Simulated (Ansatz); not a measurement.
Run on Cu₃Sn: DFT, PBEsol, PAW with Ansatz's default frozen-core files, scalar-relativistic (Ansatz 0.2.0). This run: cell and atoms relaxed.

The cell is Materials Project entry mp-838, used as a structure alone.

Command: `ansatz run input.yaml --threads 1 --pin off --max-ram 3072MiB --backend cpu --events-out ev --progress --plain --runs-dir out` It took 17 s on 1 thread of Intel(R) Xeon(R) Platinum 8488C (Sapphire Rapids), with other jobs on the host, peak memory 0.45 GiB.

```yaml
crystal:
  lattice:
    - [0.0, 3.083025, 3.083025]
    - [3.083025, 0.0, 3.083025]
    - [3.083025, 3.083025, 0.0]
  atoms:
    - { symbol: Cu, position: [0.5, 0.5, 0.5] }
    - { symbol: Cu, position: [0.75, 0.75, 0.75] }
    - { symbol: Cu, position: [0.25, 0.25, 0.25] }
    - { symbol: Sn, position: [0.0, 0.0, 0.0] }
kpoints:
  mp_grid: { grid: [10, 10, 10] }
scf:
  occupations: { method: fermi_dirac, width: 0.05 }
hamiltonian:
  xc: pbesol
  pseudopotentials: { kind: paw }
output:
  forces: true
  stress: true
relax:
  f_tol: 0.005
  max_steps: 50
  cell: {}
```

Output:

```
Engine: ansatz 0.2.0
Pseudopotentials: kind: paw
Pseudopotential: Cu, paw, valence charge 19, recommended cutoff 420 eV (normal), Cu.paw.azcp
Pseudopotential: Sn, paw, valence charge 14, recommended cutoff 420 eV (normal), Sn.paw.azcp
Functional definition: PBEsol
  exchange = pbesol_x
  correlation = pbesol_c
Crystal: 4 atoms, lattice volume = 58.609 Å³
Basis set: ecut = 420 eV, 1139 PW (Γ), exchange–correlation on 60×60×60 points (8 copies of the dense FFT grid, shifted against one another)
Bands: 43, of which v1, the nominal top of the filled ones, is band 36 counted from 1 (35 counted from 0)
Symmetry: 48 space group operations
Space group: Fm-3m (ITA 225), of the structure as read, at distance tolerance 3.9e-5 Å
k-points: 47 of 1000
Non-local potential: Cu, projectors of the file, l = 0: 3, l = 1: 2, l = 2: 3, l = 3: 1
Non-local potential: Sn, projectors of the file, l = 0: 2, l = 1: 2, l = 2: 2, l = 3: 2
PAW form: soft (Blöchl's): semilocal exchange-correlation on the pseudo side does not see the compensation charge
PAW frozen core: Cu, regenerated for the run's functional, and the local potential with it (the file was generated under x = pbe(κ = 0.804, μ = 0.2195149727645171), c = pbe(β = 0.06672455060314922))
PAW frozen core: Sn, regenerated for the run's functional, and the local potential with it (the file was generated under x = pbe(κ = 0.804, μ = 0.2195149727645171), c = pbe(β = 0.06672455060314922))
PAW one-centre angular grid: Cu, 590 points (default); XC on 64 Gauss nodes
PAW one-centre angular grid: Sn, 590 points (default); XC on 64 Gauss nodes
Initial density: superposition of atomic densities (neutral atoms: chi_scale 0, normalization atom), corrected by the library's trained network
Initial wavefunctions: pseudopotential atomic-orbital guess
Functional: x = pbesol(κ = 0.804, μ = 0.12345679012345678), c = pbesol(β = 0.046)
SCF iter   1: F=—  HF=-25715.849584 eV  |F-HF|=—  |Δ(HF+E_count)|=         —  Δρ=1.48e-2  dr2=6.92e-2  ethr=1.77e-3  ⟨swp⟩=6.4  Hψ=7579  notcnv=0  defer=5
preconditioner: auto → Kerker (q_TF=auto, 2.817 Å⁻¹)  [metal: Δε(μ)=0.094 eV  Ē_g=12.743 eV  σ=0.050 eV  W_gap=0.40  n_scr=14 (ndim 8)  ℏωp=33.3 eV  f_vac=0.000  D(μ)=1.00/eV (n_scr^D=0)]
SCF iter   2: F=—  HF=-25715.834760 eV  |F-HF|=—  |Δ(HF+E_count)|=   1.48e-2  Δρ=1.76e-3  dr2=9.91e-4  ethr=9.74e-5  ⟨swp⟩=2.0  Hψ=3432  notcnv=0  defer=82
SCF iter   3: F=—  HF=-25715.833979 eV  |F-HF|=—  |Δ(HF+E_count)|=   7.80e-4  Δρ=1.73e-3  dr2=1.15e-3  ethr=1.40e-6  ⟨swp⟩=2.2  Hψ=3061  notcnv=0  defer=82
SCF iter   4: F=—  HF=-25715.833584 eV  |F-HF|=—  |Δ(HF+E_count)|=   3.96e-4  Δρ=1.56e-4  dr2=1.02e-5  ethr=1.40e-6  ⟨swp⟩=2.7  Hψ=3129  notcnv=0  defer=82
SCF iter   5: F=—  HF=-25715.833618 eV  |F-HF|=—  |Δ(HF+E_count)|=   3.46e-5  Δρ=6.81e-5  dr2=2.24e-6  ethr=1.44e-8  ⟨swp⟩=2.0  Hψ=3598  notcnv=0  defer=82
SCF iter   6: F=—  HF=-25715.833618 eV  |F-HF|=—  |Δ(HF+E_count)|=   2.97e-7  Δρ=6.81e-5  dr2=1.43e-6  ethr=3.15e-9  ⟨swp⟩=2.0  Hψ=3462  notcnv=0  defer=82
SCF iter   7: F=-25715.833618 eV  HF=-25715.833618 eV  |F-HF|=1.74e-8  |Δ(HF+E_count)|=   3.62e-7  Δρ=9.58e-6  dr2=4.73e-8  ethr=1.41e-10  ⟨swp⟩=3.1  Hψ=8684  notcnv=0
SCF 1 converged in 7 iterations: F = -25715.833618 eV  dr2 = 4.73e-8
  greatest PAW one-centre occupation: 1.000 electrons in one spin orbital (limit 2), on the Cu atom at site 0 (counted from 0), in its partial waves of l = 0
relax step   1: F+E_penalty+E_count = -25715.83361808 eV  Δ(F+E_penalty+E_count) = +0.000e0 eV  max|allowed force component| = 8.095e-18 eV/Å  Δτ_max = 0.0000 Å  P = -6.125 GPa  Ω = 58.609 Å³  (7 SCF iters, dr2 threshold 1.00e-7 eV, accepted)
Crystal: 4 atoms, lattice volume = 55.412 Å³
Basis set: ecut = 420 eV, 1067 PW (Γ), exchange–correlation on 60×60×60 points (8 copies of the dense FFT grid, shifted against one another)
Initial density: handed on by an earlier stage of this run
Initial wavefunctions: those handed on with the density
iter 1 solved again at ethr=1.65e-4 eV; its pass at ethr=3.10e-3 eV (dr2=1.17e-1 eV) is discarded
SCF iter   1: F=—  HF=-25715.922305 eV  |F-HF|=—  |Δ(HF+E_count)|=         —  Δρ=1.76e-2  dr2=1.18e-1  ethr=1.65e-4  ⟨swp⟩=1.4  Hψ=8926  notcnv=0
preconditioner: auto → Kerker (q_TF=auto, 2.843 Å⁻¹)  [metal: Δε(μ)=0.044 eV  Ē_g=13.130 eV  σ=0.050 eV  W_gap=0.21  n_scr=14 (ndim 8)  ℏωp=34.2 eV  f_vac=0.000  D(μ)=1.15/eV (n_scr^D=8)]
SCF iter   2: F=—  HF=-25715.902595 eV  |F-HF|=—  |Δ(HF+E_count)|=   1.97e-2  Δρ=3.54e-3  dr2=7.39e-3  ethr=1.65e-4  ⟨swp⟩=2.0  Hψ=3057  notcnv=0
SCF iter   3: F=—  HF=-25715.899315 eV  |F-HF|=—  |Δ(HF+E_count)|=   3.28e-3  Δρ=2.79e-3  dr2=4.41e-3  ethr=1.04e-5  ⟨swp⟩=2.0  Hψ=2836  notcnv=0
SCF iter   4: F=—  HF=-25715.898517 eV  |F-HF|=—  |Δ(HF+E_count)|=   7.98e-4  Δρ=6.91e-4  dr2=1.48e-4  ethr=6.21e-6  ⟨swp⟩=2.0  Hψ=2560  notcnv=0
SCF iter   5: F=—  HF=-25715.898687 eV  |F-HF|=—  |Δ(HF+E_count)|=   1.70e-4  Δρ=3.00e-4  dr2=3.14e-5  ethr=2.08e-7  ⟨swp⟩=2.0  Hψ=3811  notcnv=0
SCF iter   6: F=—  HF=-25715.898680 eV  |F-HF|=—  |Δ(HF+E_count)|=   7.32e-6  Δρ=8.03e-5  dr2=3.46e-6  ethr=4.43e-8  ⟨swp⟩=2.0  Hψ=3212  notcnv=0
SCF iter   7: F=-25715.898681 eV  HF=-25715.898681 eV  |F-HF|=2.29e-7  |Δ(HF+E_count)|=   1.02e-6  Δρ=1.73e-5  dr2=2.56e-7  ethr=5.63e-10  ⟨swp⟩=3.5  Hψ=8103  notcnv=0
SCF 2 converged in 7 iterations: F = -25715.898681 eV  dr2 = 2.56e-7
relax step   2: F+E_penalty+E_count = -25715.89868094 eV  Δ(F+E_penalty+E_count) = -6.506e-2 eV  max|allowed force component| = 1.937e-17 eV/Å  Δτ_max = 0.0000 Å  P = +0.182 GPa  Ω = 55.412 Å³  energy of the carried Pulay correction = +2.053e-3 eV  (7 SCF iters, dr2 threshold 4.00e-7 eV, accepted)
Crystal: 4 atoms, lattice volume = 55.500 Å³
iter 1 solved again at ethr=1.34e-7 eV; its pass at ethr=3.10e-3 eV (dr2=9.52e-5 eV) is discarded
SCF iter   1: F=—  HF=-25715.898687 eV  |F-HF|=—  |Δ(HF+E_count)|=         —  Δρ=5.06e-4  dr2=9.48e-5  ethr=1.34e-7  ⟨swp⟩=2.0  Hψ=8137  notcnv=0
preconditioner: auto → Kerker (q_TF=auto, 2.843 Å⁻¹)  [metal: Δε(μ)=0.041 eV  Ē_g=13.205 eV  σ=0.050 eV  W_gap=0.20  n_scr=14 (ndim 8)  ℏωp=34.2 eV  f_vac=0.000  D(μ)=1.06/eV (n_scr^D=8)]
SCF iter   2: F=—  HF=-25715.898686 eV  |F-HF|=—  |Δ(HF+E_count)|=   1.76e-6  Δρ=9.22e-5  dr2=4.63e-6  ethr=1.33e-7  ⟨swp⟩=2.0  Hψ=2656  notcnv=0
SCF iter   3: F=—  HF=-25715.898667 eV  |F-HF|=—  |Δ(HF+E_count)|=   1.82e-5  Δρ=7.26e-5  dr2=2.87e-6  ethr=6.53e-9  ⟨swp⟩=2.0  Hψ=2684  notcnv=0
SCF iter   4: F=—  HF=-25715.898667 eV  |F-HF|=—  |Δ(HF+E_count)|=   4.98e-7  Δρ=1.84e-5  dr2=7.82e-8  ethr=4.04e-9  ⟨swp⟩=2.0  Hψ=2741  notcnv=0
iter 5 did not close the SCF: its close was put off for the readings that it lacked (scf_convergence_deferred on its scf_iter line)
[... lines left out ...]
iter 1 solved again at ethr=1.17e-8 eV; its pass at ethr=3.10e-3 eV (dr2=8.34e-6 eV) is discarded
SCF iter   1: F=—  HF=-25715.896354 eV  |F-HF|=—  |Δ(HF+E_count)|=         —  Δρ=1.27e-4  dr2=1.17e-6  ethr=1.17e-8  ⟨swp⟩=4.0  Hψ=13789  notcnv=0
preconditioner: auto → Kerker (q_TF=auto, 2.843 Å⁻¹)  [metal: Δε(μ)=0.041 eV  Ē_g=13.203 eV  σ=0.050 eV  W_gap=0.20  n_scr=14 (ndim 8)  ℏωp=34.2 eV  f_vac=0.000  D(μ)=1.06/eV (n_scr^D=8)]
SCF iter   2: F=—  HF=-25715.896361 eV  |F-HF|=—  |Δ(HF+E_count)|=   6.13e-6  Δρ=1.08e-4  dr2=3.43e-6  ethr=1.65e-9  ⟨swp⟩=2.0  Hψ=3681  notcnv=0
SCF iter   3: F=—  HF=-25715.896360 eV  |F-HF|=—  |Δ(HF+E_count)|=   7.73e-8  Δρ=3.77e-5  dr2=3.85e-7  ethr=1.65e-9  ⟨swp⟩=2.2  Hψ=2626  notcnv=0
SCF iter   4: F=—  HF=-25715.896360 eV  |F-HF|=—  |Δ(HF+E_count)|=   1.66e-7  Δρ=3.39e-6  dr2=5.23e-9  ethr=5.42e-10  ⟨swp⟩=2.0  Hψ=2834  notcnv=0
SCF iter   5: F=—  HF=-25715.896360 eV  |F-HF|=—  |Δ(HF+E_count)|=   1.76e-8  Δρ=2.41e-6  dr2=1.46e-9  ethr=7.36e-12  ⟨swp⟩=2.0  Hψ=3681  notcnv=0
SCF iter   6: F=—  HF=-25715.896360 eV  |F-HF|=—  |Δ(HF+E_count)|=  6.55e-11  Δρ=1.63e-6  dr2=7.44e-10  ethr=2.05e-12  ⟨swp⟩=2.0  Hψ=3587  notcnv=0
SCF iter   7: F=-25715.896360 eV  HF=-25715.896360 eV  |F-HF|=7.28e-12  |Δ(HF+E_count)|=  1.75e-10  Δρ=2.80e-7  dr2=1.51e-11  ethr=1.00e-12  ⟨swp⟩=3.0  Hψ=8644  notcnv=0
SCF 4 converged in 7 iterations: F = -25715.896360 eV  dr2 = 1.51e-11
relax step   4: F+E_penalty+E_count = -25715.89636033 eV  Δ(F+E_penalty+E_count) = +2.307e-3 eV  max|allowed force component| = 2.082e-17 eV/Å  Δτ_max = 0.0000 Å  P = +0.007 GPa  Ω = 55.500 Å³  stress off target by 7.19e-3 GPa  SCF on the basis re-selected at this cell (its energy is not comparable with the rows above)  (7 SCF iters)
basis re-selected at this cell: Δ(F+E_penalty+E_count) = +2.307e-3 eV, ΔP = +0.029 GPa vs the last step (what re-selecting the basis moved, of the pressure what is left beyond the Pulay correction that the steps carried, after the strain that the cell walked since its last selection, with what the two solves' SCF thresholds leave and, on support functions, any second-order correction that the steps lacked; it is no measure of the basis error at this ecutwfc). This SCF's stress stands 7.19e-3 GPa from its target on what of the cell is left free (relax.cell.stress_tol is 5.00e-2 GPa) and its largest allowed force component is 2.08e-17 eV/Å (relax.f_tol is 5.00e-3 eV/Å): within both
SCF converged after 7 iterations
Free energy (F): -25715.896360 eV
Harris-Foulkes:  -25715.896360 eV  (|F-HF|=7.28e-12)
Internal energy: -25715.888210 eV  (E = F + TS)
E sigma→0 (E₀):  -25715.892285 eV
Entropy (-TS):   -0.008151 eV (-2.038 meV/atom)
Fermi energy:    16.750023 eV
--- Per-component energies (eV) ---
  E_band       = -1116.425493
  E_kinetic    = 1091.632410
  E_local      = -13549.243058  (includes V_loc(G=0)·N_el)
  E_nonlocal   = 1155.701649
  E_hartree    = 6177.441164
  E_xc         = -646.005982
  E_vxc        = -443.054917  (∫ρ·V_xc dr)
  E_paw        = -8957.224099  (= ΣΔE_a)
  E_vpaw       = -1726.344765  (= ΣTr[D̂ρ^β])
  E_aug_tail   = 0.000773  (compensation charges beyond the density's cutoff)
  E_ewald      = -10989.094513
  E_core_change = 0.903446  (= ΣΔE_core)
  E_smearing   = -0.008151  (= −TS)
  E_closure    = 0.000000  (closes the sum)
  Σ components = -25715.896360   (vs F -25715.896360, Δ=0.00e0)
--- Forces (eV/Å), atoms counted from 1 ---
  atom   1  Cu     0.00000000    -0.00000000    -0.00000000
  atom   2  Cu    -0.00000000     0.00000000    -0.00000000
  atom   3  Cu     0.00000000    -0.00000000     0.00000000
  atom   4  Sn     0.00000000    -0.00000000     0.00000000
  max |Σ_I F_I| component: 9.25e-18 eV/Å
--- Stress (GPa, compression-positive) ---
        0.007194       0.000000       0.000000
        0.000000       0.007194       0.000000
        0.000000       0.000000       0.007194
  P = ⅓ Tr σ = 0.0072 GPa (0.072 kbar)
--- Relaxed structure (3 steps of the walk, 3 accepted, 1 SCFs on fresh bases) ---
  F+E_penalty+E_count = -25715.89636033 eV   max|allowed force component| = 2.082e-17 eV/Å   (the final SCF, on the basis selected at the relaxed cell)
  cell:  # Å, volume = 55.4999 Å³
    - [-5.859677837829929e-34, 3.0275223686805233, 3.0275223686805233]
    - [3.0275223686805233, -1.0190744065791177e-34, 3.0275223686805233]
    - [3.0275223686805233, 3.0275223686805233, 3.8215290246716945e-35]
  atoms:
    - { symbol: Cu, position: [0.5, 0.5, 0.5] }
    - { symbol: Cu, position: [0.7500000000000001, 0.7500000000000001, 0.7500000000000001] }
    - { symbol: Cu, position: [0.25, 0.25, 0.25] }
    - { symbol: Sn, position: [-8.926287800079758e-34, 9.970282015219607e-34, 6.438769250167023e-34] }
```

Next run, as changes to the input before:

```diff
   lattice:
-    - [0.0, 3.083025, 3.083025]
-    - [3.083025, 0.0, 3.083025]
-    - [3.083025, 3.083025, 0.0]
+    - [0.0, 3.0275223687, 3.0275223687]
+    - [3.0275223687, 0.0, 3.0275223687]
+    - [3.0275223687, 3.0275223687, 0.0]
   atoms:
   stress: true
-relax:
-  f_tol: 0.005
-  max_steps: 50
-  cell: {}
+  eigenvalues: true
+  populations: true
+  write_density: true
+  write_potential: true
+  elf: true
+  volumetric_format: npy
```

Command: `ansatz run input.yaml --threads 1 --pin off --max-ram 3072MiB --backend cpu --events-out ev --progress --plain --runs-dir out` It took 8.1 s on 1 thread of Intel(R) Xeon(R) Platinum 8488C (Sapphire Rapids) (shared host), peak memory 0.44 GiB.

Results part of the output:

```
SCF 1 converged in 8 iterations: F = -25715.896360 eV  dr2 = 3.06e-8
  greatest PAW one-centre occupation: 1.000 electrons in one spin orbital (limit 2), on the Cu atom at site 0 (counted from 0), in its partial waves of l = 0
SCF converged after 8 iterations
Free energy (F): -25715.896360 eV
Harris-Foulkes:  -25715.896360 eV  (|F-HF|=2.54e-8)
Internal energy: -25715.888210 eV  (E = F + TS)
E sigma→0 (E₀):  -25715.892285 eV
Entropy (-TS):   -0.008151 eV (-2.038 meV/atom)
Fermi energy:    16.750022 eV
--- Per-component energies (eV) ---
  E_band       = -1116.426691
  E_kinetic    = 1091.632314
  E_local      = -13549.235956  (includes V_loc(G=0)·N_el)
  E_nonlocal   = 1155.700085
  E_hartree    = 6177.435245
  E_xc         = -646.006145
  E_vxc        = -443.055093  (∫ρ·V_xc dr)
  E_paw        = -8957.223460  (= ΣΔE_a)
  E_vpaw       = -1726.344985  (= ΣTr[D̂ρ^β])
  E_aug_tail   = 0.000773  (compensation charges beyond the density's cutoff)
  E_ewald      = -10989.094513
  E_core_change = 0.903446  (= ΣΔE_core)
  E_smearing   = -0.008151  (= −TS)
  E_closure    = -0.000000  (closes the sum)
  Σ components = -25715.896360   (vs F -25715.896360, Δ=0.00e0)
--- Forces (eV/Å), atoms counted from 1 ---
  atom   1  Cu     0.00000000    -0.00000000    -0.00000000
  atom   2  Cu    -0.00000000     0.00000000     0.00000000
  atom   3  Cu    -0.00000000     0.00000000    -0.00000000
  atom   4  Sn    -0.00000000     0.00000000    -0.00000000
  max |Σ_I F_I| component: 6.94e-18 eV/Å
--- Stress (GPa, compression-positive) ---
        0.007060       0.000000       0.000000
        0.000000       0.007060      -0.000000
       -0.000000      -0.000000       0.007060
  P = ⅓ Tr σ = 0.0071 GPa (0.071 kbar)
--- Band table (eV; the first three rows and the last of 47) ---
  k-point 0: bands = ["-96.2752", "-96.2742", "-95.8208", "-53.8097", "-53.8097", "-53.8097", "-53.8043", "-53.8043", "-53.8043", "-53.3553", "-53.3553", "-53.3553", "-4.9805", "-4.9805", "-4.9805", "-4.9245", "-4.9245", "4.9568", "11.8816", "11.8816", "11.8816", "12.2150", "12.2150", "12.9659", "12.9659", "12.9659", "13.8113", "13.8113", "13.8113", "13.8547", "13.8547", "14.0889", "14.0889", "18.4022", "19.0563", "19.0563", "19.0563", "20.1406", "20.1406", "20.1406", "20.9128", "21.8684", "21.8684"]
  k-point 1: bands = ["-96.2752", "-96.2742", "-95.8208", "-53.8096", "-53.8095", "-53.8095", "-53.8044", "-53.8044", "-53.8043", "-53.3553", "-53.3553", "-53.3553", "-4.9805", "-4.9795", "-4.9795", "-4.9242", "-4.9242", "5.0804", "11.7702", "11.8707", "11.8707", "12.2724", "12.2724", "12.9506", "12.9506", "12.9680", "13.6793", "13.7062", "13.7062", "13.9266", "13.9266", "14.0793", "14.0793", "17.3706", "18.7439", "18.7439", "18.8791", "20.4238", "20.4478", "20.4478", "21.4119", "21.7972", "21.7972"]
  k-point 2: bands = ["-96.2751", "-96.2743", "-95.8208", "-53.8094", "-53.8092", "-53.8092", "-53.8048", "-53.8048", "-53.8045", "-53.3554", "-53.3552", "-53.3552", "-4.9806", "-4.9769", "-4.9769", "-4.9232", "-4.9232", "5.4454", "11.3974", "11.8659", "11.8659", "12.4022", "12.4022", "12.9056", "12.9126", "12.9126", "13.3899", "13.5571", "13.5571", "13.9721", "13.9721", "14.0659", "14.0659", "16.0137", "18.3379", "18.3379", "18.5747", "20.3079", "20.3079", "20.8697", "21.6392", "22.3625", "22.3625"]
  k-point 46: bands = ["-96.2747", "-96.2746", "-95.8209", "-53.8115", "-53.8105", "-53.8084", "-53.8060", "-53.8030", "-53.8029", "-53.3556", "-53.3553", "-53.3549", "-4.9826", "-4.9713", "-4.9585", "-4.9301", "-4.9150", "8.0149", "10.2688", "10.9389", "11.4092", "12.4745", "12.6731", "12.8014", "12.8178", "12.9775", "13.0415", "13.3606", "13.4034", "13.9427", "14.0034", "14.0365", "14.1012", "14.2268", "14.2296", "14.2533", "19.6456", "20.3012", "21.9164", "22.5065", "26.9913", "27.5734", "27.8093"]
--- Löwdin populations: 4 sites ---
  site symbol       q [e]
     0     Cu     18.5789
     1     Cu     18.4829
     2     Cu     18.4829
     3     Sn     14.9887
  spilling = 0.006570 (of n_electrons = 71.000000)
```

Spin–orbit coupling is left out, which matters for the heavy atoms. The PAW files were made under PBE.
